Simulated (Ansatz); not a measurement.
**Data sheet: LaCoN3 (DFT)**

LaCoN₃:
```
LaCoN3
1.0
    5.23595     1.98629     0.00000
   -5.23595     1.98629     0.00000
   -1.53459     0.00000     7.14816
La Co N
2 2 6
Direct
  0.83391   0.16609   0.20332
  0.16609   0.83391   0.79668
  0.53932   0.46068   0.15474
  0.46068   0.53932   0.84526
  0.36605   0.63395   0.02564
  0.63395   0.36605   0.97436
  0.60504   0.39496   0.38068
  0.39496   0.60504   0.61932
  0.34961   0.65039   0.45895
  0.65039   0.34961   0.54105
```

Space group C2/m (No. 12); conventional cell a = 10.4719 Å, b = 3.9726 Å, c = 7.3110 Å, α = 90.00°, β = 102.12°, γ = 90.00°.

Method: the program Ansatz at the LDA level (PAW). Structure relaxed to zero pressure with the same functional. Other levels are named where they apply.

**Cell and energy**

```json
{
 "volume_per_atom": "14.87 Å³",
 "density": "5.36 g/cm³",
 "Formation energy from the elements (no fitted shifts)": "-0.78 eV/atom"
}
```

**Electronic structure**

```json
{
 "band_gap": "0.40 eV (smallest direct gap 0.42 eV)",
 "valence_band_maximum": "on the C2–Y2 line, 75 % of the way from C2 (k = 0.448, 0.448, 0.000 in fractions of the reciprocal vectors)",
 "conduction_band_minimum": "off the standard path, at k = (0.458, -0.458, 0.177) in fractions of the reciprocal vectors",
 "electron_effective_mass": "0.71, 2.9, 5.0 mₑ (principal values)"
}
```

**Mechanics**

```json
{
 "Bulk modulus (Birch–Murnaghan fit)": "88.6 GPa",
 "Pressure derivative B′": "5.0"
}
```

The workflow started from a Materials Project entry (that database holds measured and hypothetical structures alike); the Crystallography Open Database copy checked does not list it. Whether it is the stable phase at ambient conditions was not checked. The LDA relaxation kept the symmetry of its start; its stability against distortions is not shown here. No spin polarisation was allowed. The references are the lowest solids computed at this level, not always the standard phases (solids in place of the gases). Spin–orbit coupling is left out wherever it is not named.

Potentials: the later of the program's two PAW sets.
